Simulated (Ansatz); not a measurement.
Relaxed Mo (bcc, W type):

```
CELL_PARAMETERS angstrom
     -3.16077     3.16077     3.16077
      1.58038    -1.58038     1.58038
      1.58038     1.58038    -1.58038
ATOMIC_POSITIONS crystal
  Mo 0.00000 0.00000 0.00000
  Mo 0.50000 0.00000 0.00000
```

The atoms are displaced by Q × the pattern below (from a DFPT mode at N = (0.5, 0.0, 0.0), largest move 1; Q in Å), at fixed cell. (q is in reciprocal vectors of the primitive cell; the cell shown is doubled to hold the pattern.)

```tsv
atom	x	y	z
Mo1	0.000	-0.707	-0.707
Mo2	0.000	0.707	0.707
```

These are PBE (plane waves to 420 eV, PAW, scalar-relativistic; Ansatz, a first-principles code) values and carry that method's errors. k mesh 21×21×21 (Γ-centred), Fermi-Dirac smearing 0.05 eV. Left out: 2 of 13 points, with atoms too close for the PAW data. With partly filled bands, energies and forces of such displacements shift with the k mesh and the smearing. Mo is run without spin polarisation. Mo was relaxed with its symmetry unable to fall. The PAW data are Ansatz's earlier set.

At one point of the scan the forces (eV/Å) are:

```csv
atom,Fx,Fy,Fz
Mo1,0.000,-2.954,-2.954
Mo2,0.000,2.954,2.954
```

**Question.** Which point is it?
A. Q = -0.047 Å
B. Q = -0.093 Å
C. Q = -0.187 Å
D. Q = -0.233 Å

**Answer.** C, Q = -0.187 Å

(A displaced cell: forces are minus the slopes of the energy, force constants its curvatures, and phonons follow from these.)
